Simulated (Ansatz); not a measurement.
SnPS3:
```
SnPS3
1.0
    3.23026     1.86499     6.26541
   -3.23026     1.86499     6.26541
    0.00000    -3.72998     6.26541
Sn P S
2 2 6
Cartesian
  0.00000   0.00000  15.19662
  0.00000   0.00000   3.59961
  0.00000   0.00000  10.49629
  0.00000   0.00000   8.29994
 -1.34570  -1.42084  11.04349
  1.34570   1.42084   7.75273
 -0.55763   1.87583  11.04349
  0.55763  -1.87583   7.75273
  1.90333  -0.45499  11.04349
 -1.90333   0.45499   7.75273
```

Relaxed with LDA.

Problem. Give the Bader charges and basin volumes of the independent atoms, LDA in the plane-wave PAW code Ansatz.

Solution. 

```tsv
atom	Bader charge (e)	Bader volume (Å³)
Sn1	+1.00	23.0
P3	+1.01	11.9
S5	-0.67	26.1
```

Space group R-3. The first step of the workflow began from a Materials Project structure, measured or hypothetical; the Crystallography Open Database copy checked does not list it. COD files the formula under space group No. 7, 14. Whether it is the stable phase at ambient conditions was not checked. Symmetry was held in the LDA relaxation; its stability against distortions is not shown here. A crystal of weakly bound layers computed without a dispersion correction: the cell and the soft elastic constants depend strongly on that. Spin–orbit coupling is left out wherever it is not named.

Potentials: the later of the program's two PAW sets.
